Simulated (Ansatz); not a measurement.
Starting cell, CsSnI3 (cubic perovskite):

```
CsSnI3
1.0
    6.22445     0.00000     0.00000
    0.00000     6.22445     0.00000
    0.00000     0.00000     6.22445
Cs Sn I
1 1 3
Direct
  0.00000   0.00000   0.00000
  0.50000   0.50000   0.50000
  0.00000   0.50000   0.50000
  0.50000   0.50000   0.00000
  0.50000   0.00000   0.50000
```

Scan: atom 1 (Cs, nearest neighbour I at 4.401 Å; its periodic images, 6.2 Å or more away, move with it) is displaced along Cartesian x, direction (1.000, 0.000, 0.000) in Cartesian axes, by s. The other atoms stay.

Method: r2SCAN (plane waves to 500 eV, PAW, scalar-relativistic; Ansatz, a quantum-chemistry and plane-wave program). k mesh 5×5×5 (Γ-centred), Fermi-Dirac smearing 0.05 eV. Energies are smeared free energies. On this mesh the relaxed cell isn't quite at rest: it carries a pressure of -0.1 GPa (compression positive) at the zero of the scan. CsSnI3 was relaxed with its symmetry unable to fall. Spin-orbit coupling is left out, though I is heavy. This is a high-temperature form of CsSnI3. ΔE is measured from the undisplaced structure.

Successive frames, forces in eV/Å:

| frame | ΔE (meV/cell) | F on Cs1 | F on Sn2 | F on I3 | F on I4 | F on I5 |
|---|---|---|---|---|---|---|
| s = 0.000 Å | 0.0 | (0.000, 0.000, 0.000) | (0.000, 0.000, 0.000) | (0.000, 0.000, 0.000) | (0.000, 0.000, 0.000) | (0.000, 0.000, 0.000) |
| s = -0.088 Å | 0.5 | (0.011, 0.000, 0.000) | (-0.005, 0.000, 0.000) | (-0.005, 0.000, 0.000) | (-0.001, 0.000, 0.000) | (-0.001, 0.000, 0.000) |
| s = -0.176 Å | 2.0 | (0.023, 0.000, 0.000) | (-0.010, 0.000, 0.000) | (-0.009, 0.000, 0.000) | (-0.002, 0.000, 0.000) | (-0.002, 0.000, 0.000) |

### Question
What are the energy and the forces in the next frame, s = -0.264 Å?

### Answer
ΔE (meV/cell) = 4.7.

| atom | Fx | Fy | Fz |
|---|---|---|---|
| Cs1 | 0.039 | 0.000 | 0.000 |
| Sn2 | -0.015 | 0.000 | 0.000 |
| I3 | -0.014 | 0.000 | 0.000 |
| I4 | -0.005 | 0.000 | 0.000 |
| I5 | -0.005 | 0.000 | 0.000 |

(A displaced cell: forces are minus the slopes of the energy, force constants its curvatures, and phonons follow from these.)
